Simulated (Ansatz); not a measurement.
**One input, then a changed one: S (sc type)**

First run: DFT, LDA, all-electron PAW with datasets made for the crystal, scalar-relativistic (Ansatz 0.2.0).

Command: `ansatz run input.yaml --threads 1 --pin off --max-ram 2048MiB --backend cpu --events-out ev --progress --plain --runs-dir out` It took 9.8 s on 1 thread of Arm Neoverse V1, with other jobs on the host, peak memory 0.34 GiB.

```yaml
crystal:
  lattice:
    - [1.9361977199, 0.0, 0.0]
    - [0.0, 1.9361977199, 0.0]
    - [0.0, 0.0, 1.9361977199]
  atoms:
    - { symbol: S, position: [0.0, 0.0, 0.0] }
kpoints:
  mp_grid: { grid: [16, 16, 16] }
scf:
  occupations: { method: fermi_dirac, width: 0.08 }
hamiltonian:
  xc: lda
  pseudopotentials: { kind: all_electron, datasets: crystal }
output:
  forces: true
  stress: true
  eigenvalues: true
```

The cell comes from a relaxation on PAW files under the same functional, begun from a prototype that needn't be the stable phase.

This run: volume at 0.45 of the series' base cell.

It converges in 7 SCF iterations at a pressure of 263.0 GPa.

The input is then changed:

```diff
   occupations: { method: fermi_dirac, width: 0.08 }
+  convergence: { dr2_threshold: 1.0e-20 }
+  max_iter: 100
 hamiltonian:
```

Does this change harm the result?

Not here: the run converges in 17 SCF iterations at a pressure of 263.0 GPa, free energy 0.0 meV/atom against the first run's, and its energy lies within 1 meV/atom of the first run's.
